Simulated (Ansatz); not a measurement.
Relaxed MoTe₂ (2H-MoS2 type, space group P6_3/mmc):

```yaml
crystal:
  lattice:
    - [3.54193, 0.00000, 0.00000]
    - [-1.77097, 3.06740, 0.00000]
    - [0.00000, 0.00000, 14.18201]
  atoms:
    - { symbol: Mo, position: [0.33333, 0.66667, 0.75000] }
    - { symbol: Mo, position: [0.66667, 0.33333, 0.25000] }
    - { symbol: Te, position: [0.33333, 0.66667, 0.12347] }
    - { symbol: Te, position: [0.66667, 0.33333, 0.62347] }
    - { symbol: Te, position: [0.66667, 0.33333, 0.87653] }
    - { symbol: Te, position: [0.33333, 0.66667, 0.37653] }
```

In this cell atom 1 (Mo, nearest neighbour Te at 2.721 Å; its periodic images, 3.5 Å or more away, move with it) is moved by s along Cartesian [111], unit vector (0.577, 0.577, 0.577); all other atoms and the cell stay fixed.

Level of theory: r2SCAN+rVV10 (plane waves to 500 eV, PAW, scalar-relativistic; Ansatz, a program for electronic structure). k mesh 9×9×2 (Γ-centred), Fermi-Dirac smearing 0.05 eV. The energy includes the smearing's −TS. Left out: 3 of 11 points, with atoms too close for the PAW data. As the smearing reaches across the gap at some points, energies and forces of such displacements shift with the k mesh and the smearing. MoTe2 is run without spin polarisation. MoTe2 was relaxed with its symmetry unable to fall. Spin-orbit coupling is left out, though Te is heavy. The PAW data are Ansatz's earlier set. ΔE is measured from the undisplaced structure. The last digit holds for this mesh only.

```csv
s (Å),ΔE (meV/cell)
-0.492,2331.5
-0.328,969.8
-0.164,232.8
0.000,0.0
0.164,withheld
0.328,906.5
0.492,2029.7
0.656,3526.9
```

**Question.** Fit a polynomial form (powers 2, 3, 4) to the given rows and predict ΔE at s = 0.164.

**Answer.** Least squares on the 7 given rows: ΔE = (8810)·s² + (-1296)·s³ + (583.4)·s⁴, in meV/cell with s in Å; root-mean-square residual 14.59 meV/cell. At 0.164 the fit gives 231.7 meV/cell; the calculation gives 226.6 meV/cell, so the interpolation is off by 5.1 (+2.3 %). The quadratic term alone would give 237.0 meV/cell.

(For displaced atoms, the force is minus the slope of the energy, and its curvature is a force constant, which sets phonon frequencies.)
